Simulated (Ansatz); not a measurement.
Na (bcc, W type)

```
CELL_PARAMETERS angstrom
     -4.19680     4.19680     4.19680
      2.09840    -2.09840     2.09840
      2.09840     2.09840    -2.09840
ATOMIC_POSITIONS crystal
  Na 0.00000 0.00000 0.00000
  Na 0.50000 0.00000 0.00000
```

A phonon eigenvector at N = (0.5, 0.0, 0.0) is frozen into this cell: atom i moves by Q times the vector below, so Q is the largest atomic displacement, in Å. The cell is held. (q is in reciprocal vectors of the primitive cell; the cell shown is doubled to hold the pattern.)

```csv
atom,x,y,z
Na1,1.000,0.000,0.000
Na2,-1.000,0.000,0.000
```

Level of theory: PBE (plane waves to 420 eV, PAW, scalar-relativistic; Ansatz, a first-principles code). k mesh 8×16×16 (Γ-centred), Fermi-Dirac smearing 0.05 eV. The energy includes the smearing's −TS. With partly filled bands, energies and forces of such displacements shift with the k mesh and the smearing. Na was relaxed with its symmetry unable to fall. The PAW data are Ansatz's earlier set. The zero of ΔE is the undisplaced structure.

```json
[
 {"Q (Å)": "-0.100", "ΔE (eV/cell)": "0.0064"},
 {"Q (Å)": "-0.067", "ΔE (eV/cell)": "0.0028"},
 {"Q (Å)": "-0.033", "ΔE (eV/cell)": "0.0007"},
 {"Q (Å)": "0.000", "ΔE (eV/cell)": "0.0000"},
 {"Q (Å)": "0.033", "ΔE (eV/cell)": "0.0007"},
 {"Q (Å)": "0.067", "ΔE (eV/cell)": "0.0028"},
 {"Q (Å)": "0.100", "ΔE (eV/cell)": "0.0064"}
]
```

### Question
Which DFPT wavenumber at N = (0.5, 0.0, 0.0) belongs to this mode?
A) 28 cm⁻¹
B) 87 cm⁻¹
C) 128 cm⁻¹

### Answer
B, 87 cm⁻¹. The curvature of the scan gives 87 cm⁻¹

(A displaced cell: forces are minus the slopes of the energy, force constants its curvatures, and phonons follow from these.)
